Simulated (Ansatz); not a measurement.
Single points with LDA in Ansatz 0.2.0, PAW, spin-restricted, at the geometries given.

Problem. Rank them by the largest positive Bader charge, smallest first.
A.
CdAu (420 eV, 10×10×10 mesh on the cell that ran, as a rule the primitive one, gaussian 0.021 eV)
```cif
data_structure
_symmetry_space_group_name_H-M 'Pm-3m'
_symmetry_Int_Tables_number 221
_cell_length_a 3.3196
_cell_length_b 3.3196
_cell_length_c 3.3196
_cell_angle_alpha 90.000
_cell_angle_beta 90.000
_cell_angle_gamma 90.000
_cell_volume 36.58
loop_
_atom_site_label
_atom_site_type_symbol
_atom_site_symmetry_multiplicity
_atom_site_Wyckoff_symbol
_atom_site_fract_x
_atom_site_fract_y
_atom_site_fract_z
_atom_site_occupancy
Au1 Au 1 a 0.00000 0.00000 0.00000 1
Cd1 Cd 1 b 0.50000 0.50000 0.50000 1
```
B.
Lu2AgPd2 (420 eV, 4×4×8 mesh on the cell that ran, as a rule the primitive one, gaussian 0.0419 eV)
Space group P4/mbm (No. 127). a = 7.407 Å, b = 7.407 Å, c = 3.428 Å, α = 90.00°, β = 90.00°, γ = 90.00°
```tsv
atom	site	symmetry	x	y	z
Pd	4g	m.2m	0.3717	0.8717	0.0000
Lu	4h	m.2m	0.1684	0.6684	0.5000
Ag	2a	4/m..	0.0000	0.0000	0.0000
```
C.
Ti (420 eV, 14×14×14 mesh on the cell that ran, as a rule the primitive one, fermi-dirac 0.1 eV)
```cif
data_structure
_symmetry_space_group_name_H-M 'Im-3m'
_symmetry_Int_Tables_number 229
_cell_length_a 3.3029
_cell_length_b 3.3029
_cell_length_c 3.3029
_cell_angle_alpha 90.000
_cell_angle_beta 90.000
_cell_angle_gamma 90.000
_cell_volume 36.03
loop_
_atom_site_label
_atom_site_type_symbol
_atom_site_symmetry_multiplicity
_atom_site_Wyckoff_symbol
_atom_site_fract_x
_atom_site_fract_y
_atom_site_fract_z
_atom_site_occupancy
Ti1 Ti 2 a 0.00000 0.00000 0.00000 1
```

Solution. C (+0.00 e), A (+0.48 e), B (+1.48 e).

Origins: Ti, a database entry at a rescaled volume; CdAu, a database entry at a rescaled volume; Lu2AgPd2, a known structure type with other elements, at an estimated volume. Caveats for one or more cells: many states at the Fermi level without spin polarisation, so a magnetic state may lie lower; atoms or cell far from equilibrium.
